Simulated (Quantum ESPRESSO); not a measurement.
## Band energies of Cs$_{2}$NaInF$_{6}$

```
CELL_PARAMETERS angstrom
      0.00000     4.43667     4.43667
      4.43667     0.00000     4.43667
      4.43667     4.43667     0.00000
ATOMIC_POSITIONS crystal
  F  0.76350 0.23650 0.23650
  F  0.23650 0.76350 0.76350
  F  0.23650 0.76350 0.23650
  F  0.76350 0.23650 0.76350
  F  0.23650 0.23650 0.76350
  F  0.76350 0.76350 0.23650
  Na 0.50000 0.50000 0.50000
  In 0.00000 0.00000 0.00000
  Cs 0.75000 0.75000 0.75000
  Cs 0.25000 0.25000 0.25000
```

LDA (Quantum ESPRESSO, PseudoDojo norm-conserving, 88 Ry, no spin-orbit coupling); path ΓXWKΓLUWLK,UX; energies in eV from the valence-band maximum.

```
k (1/Å)  point  band 37  band 38  band 39  band 40  band 41  band 42  band 43  band 44
-------  -----  -------  -------  -------  -------  -------  -------  -------  -------
0.00         Γ    -0.07    -0.07    -0.02    -0.02    -0.02     5.34     8.50     8.50
0.24              -0.13    -0.13    -0.06    -0.06    -0.03     5.69     8.48     8.70
0.47              -0.18    -0.18    -0.15    -0.15    -0.03     6.38     8.53     9.14
0.71         X    -0.23    -0.19    -0.18    -0.18    -0.03     6.71     8.74     9.35
0.71         W    -0.32    -0.31    -0.19    -0.10    -0.10     6.73     9.37     9.37
0.96         K    -0.25    -0.22    -0.21    -0.20    -0.02     6.71     9.11     9.42
1.15              -0.32    -0.25    -0.17    -0.15     0.00     6.55     8.94     9.49
1.52              -0.12    -0.12    -0.04    -0.03    -0.02     5.57     8.55     8.67
1.71         Γ    -0.07    -0.07    -0.02    -0.02    -0.02     5.34     8.50     8.50
1.91              -0.11    -0.11    -0.05    -0.02    -0.02     5.61     8.57     8.71
2.32         L    -0.16    -0.15    -0.15    -0.01    -0.01     6.49     8.61     9.69
2.54              -0.29    -0.23    -0.14    -0.10    -0.01     6.58     8.85     9.54
2.76         U    -0.25    -0.22    -0.21    -0.20    -0.02     6.71     9.11     9.42
2.76         W    -0.32    -0.31    -0.19    -0.10    -0.10     6.73     9.37     9.37
2.88              -0.30    -0.27    -0.22    -0.09    -0.07     6.70     9.20     9.40
3.01              -0.28    -0.26    -0.19    -0.08    -0.03     6.61     8.92     9.50
3.26         L    -0.16    -0.15    -0.15    -0.01    -0.01     6.49     8.61     9.69
3.37              -0.19    -0.19    -0.14    -0.03    -0.01     6.51     8.67     9.64
3.47              -0.29    -0.23    -0.14    -0.10    -0.01     6.58     8.85     9.54
3.69         K    -0.25    -0.22    -0.21    -0.20    -0.02     6.71     9.11     9.42
3.69         U    -0.25    -0.22    -0.21    -0.20    -0.02     6.71     9.11     9.42
3.94         X    -0.23    -0.19    -0.18    -0.18    -0.03     6.71     8.74     9.35
```

The LDA gap is indirect, 5.34 eV, from 50 % of the way from K to Γ to Γ; the smallest direct gap is 5.36 eV. Another valence extremum on the path lies within 0.02 eV, too close to call.

Spin-orbit splittings are left out.

Geometry of the Materials Project entry, not relaxed at this level.
